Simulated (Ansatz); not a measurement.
A geometry of AlNi away from equilibrium: the start of the relaxation of a relaxed AlNi cell with every coordinate shifted by Gaussian noise of σ = 0.45 Å. These are r2SCAN (plane waves to 500 eV, PAW, scalar-relativistic; Ansatz, a first-principles code) values and carry that method's errors. Γ-centred k-mesh 11×11×11 on the run's cell (coarser than for final values), Fermi–Dirac smearing 0.05 eV.

```xyz
2
Lattice="2.8631 0.0000 0.0000 0.0000 2.8631 0.0000 0.0000 0.0000 2.8631" Properties=species:S:1:pos:R:3 pbc="T T T"
Al     0.5926     0.4136     0.1031
Ni     1.7667     1.3544     1.6973
```

### Question
Which atoms carry the largest force, and which way does it point?

### Answer
5.58 eV/Å, on Al1, Ni2 (atoms numbered as listed); on Ni2 its components are (3.15, 4.00, -2.28).

### Question
What is the pressure?

### Answer
+24.7 GPa, compression positive.

### Question
How far above the relaxed end point is this geometry?

### Answer
0.66 eV/atom; the path ends in Pm-3m (No. 221) (CsCl type).

No spin polarisation in the result. A magnetic state may lie lower.
